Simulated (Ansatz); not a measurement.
# Property card for Ga5As2P3

Method: Ansatz 0.2.0, DFT PBE, scalar-relativistic, plane waves, PAW.

Plane waves to 420 eV, a k mesh through Γ of 10×10×10 on the computed 10-atom cell and Gaussian smearing (0.02 eV); no spin polarisation.

The structure is relaxed at this level of theory with its symmetry kept, and needn't be the ground state of this composition.

```
CELL_PARAMETERS angstrom
-1.97875 1.97875 14.01625
1.97875 -1.97875 14.01625
1.97875 1.97875 -14.01625
ATOMIC_POSITIONS crystal
Ga 0.59701 0.59701 0.00000
Ga 0.20144 0.20144 0.00000
Ga 0.79856 0.79856 0.00000
Ga 0.40299 0.40299 0.00000
Ga 0.00000 0.00000 0.00000
P 0.25000 0.75000 0.50000
P 0.45148 0.95148 0.50000
P 0.04852 0.54852 0.50000
As 0.85078 0.35078 0.50000
As 0.64922 0.14922 0.50000
```

| Item | Value |
| --- | --- |
| Space group | I-4m2 (No. 119) |
| Volume per atom | 21.95 Å³ |
| Formation energy from the elements' standard states (uncorrected) | -0.392 eV/atom |
| Kohn–Sham band gap | 0.94 eV |
| Orbital (Löwdin) character of the top 1 eV of the valence band | As 4p 42 %, P 3p 34 %, Ga 4p 21 % |
| Orbital (Löwdin) character of the lowest 1 eV of the conduction band | Ga 4p 29 %, Ga 4s 26 %, P 3p 14 %, P 3s 11 %, unprojected 8 % |
| Bader charge by site (e) | Ga (2 in the cell) 0.76, Ga (2 in the cell) 0.76, Ga (1 in the cell) 0.83, P (1 in the cell) -0.83, P (2 in the cell) -0.83, As (2 in the cell) -0.69 |

The cell was found from a structure generator's guess, not taken from experiment. Kohn–Sham gaps at this level usually fall short of measured ones. Löwdin shares on free-atom orbitals overweight diffuse shells in the empty bands.
